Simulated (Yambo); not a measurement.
G0W0@LDA for KBr (rock salt, space group Fm-3m, No. 225) in Yambo. Reference settings: 4×4×4 Γ-centred k mesh, 125 bands and a 8 Ry block in the screening, 125 bands in G with the Bruneval-Gonze terminator, plasmon pole fitted at 27.2 eV. The LDA gap Γ → Γ on this mesh is 4.32 eV; G0W0 gaps are taken between the same points.

```csv
change from the reference,G0W0 gap Γ → Γ (eV),shift of the valence edge (eV)
reference settings,7.13,-1.83
1 Ry block,6.66,-1.38
76 bands in G,7.12,-1.82
"42 bands in G, no terminator",6.91,-1.36
7 Ry block,7.12,-1.82
42 bands in G,7.11,-1.79
3 Ry block,?,-1.62
"76 bands in G, no terminator",?,-1.63
```

Q: Estimate the withheld gaps from the other rows; the computed values follow.

A: 
- 3 Ry block, G0W0 gap Γ → Γ (eV): 6.88
- 76 bands in G, no terminator, G0W0 gap Γ → Γ (eV): 7.04

The reference isn't shown to be the converged limit.

Spin-orbit coupling is not included.

Geometry relaxed with LDA; primitive cell a = b = c = 4.505 Å, α = β = γ = 60.00°.

A shift is the quasiparticle energy of the state minus its LDA energy.
